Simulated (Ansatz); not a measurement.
# Ti2AlC: from a starting cell to a relaxed one

The relaxed structure here is a generated cell of Ti2AlC: the first start was made by placing the elements on the sites of a structure type, and the end was not matched to a known phase here, so it may be hypothetical.

The start is a generated cell, Ti2AlC placed in the AFLOW prototype ABC2_tP4_123_d_a_f (as in CaCuO2). The cell and all atomic positions are relaxed at zero pressure with PBEsol (plane waves to 420 eV, PAW, scalar-relativistic; Ansatz, an electronic-structure program). The first steps use a coarse 6×6×7 k-mesh.

Starting cell:
```yaml
crystal:
  lattice:
    - [4.05859, 0.00000, 0.00000]
    - [0.00000, 4.05859, 0.00000]
    - [0.00000, 0.00000, 3.36315]
  atoms:
    - { symbol: Al, position: [0.50000, 0.50000, 0.50000] }
    - { symbol: C, position: [0.00000, 0.00000, 0.00000] }
    - { symbol: Ti, position: [0.00000, 0.50000, 0.00000] }
    - { symbol: Ti, position: [0.50000, 0.00000, 0.00000] }
```

### Question
What pressure does the first self-consistent step give?

### Answer
+15 GPa (positive: the cell is compressed).

### Question
How much energy is released per atom?

### Answer
0.06 eV/atom.

### Question
How do the shortest distances between atoms change?

### Answer
The closest pairs of elements (up to four, under 3.6 Å), start → end: C–Ti 2.03 → 2.08 Å; Al–Ti 2.64 → 2.75 Å; Ti–Ti 2.87 → 2.94 Å; Al–C 3.33 → 3.44 Å.

### Question
What band gap does the relaxed structure have at this level?

### Answer
Zero (metallic).

### Question
What does it relax into? Give the structure.

### Answer

```cif
data_CAlTi2
_chemical_formula_sum 'Al1 C1 Ti2'
_space_group_name_H-M_alt 'P4/mmm'
_space_group_IT_number 123
_space_group_name_Hall '-P 4 2'
_cell_length_a 4.15387
_cell_length_b 4.15387
_cell_length_c 3.59595
_cell_angle_alpha 90.000
_cell_angle_beta 90.000
_cell_angle_gamma 90.000
loop_
_atom_site_label
_atom_site_type_symbol
_atom_site_symmetry_multiplicity
_atom_site_Wyckoff_symbol
_atom_site_fract_x
_atom_site_fract_y
_atom_site_fract_z
_atom_site_occupancy
Al1 Al 1 d 0.50000 0.50000 0.50000 1
C1 C 1 a 0.00000 0.00000 0.00000 1
Ti1 Ti 2 f 0.00000 0.50000 0.00000 1
```

The space group stays P4/mmm (No. 123) (the run could not lower it); the end is AFLOW prototype ABC2_tP4_123_d_a_f (as in CaCuO2), with 4 atoms in the primitive cell. Final values are on a 11×11×13 k-mesh of the relaxed cell. No spin polarisation in the result. The relaxed primitive cell holds an odd number of electrons. A magnetic state may lie lower.

The run could not lose the symmetry of its start, so the end can be a saddle point.

All atoms sit on sites fixed by symmetry, so only the cell could relax.
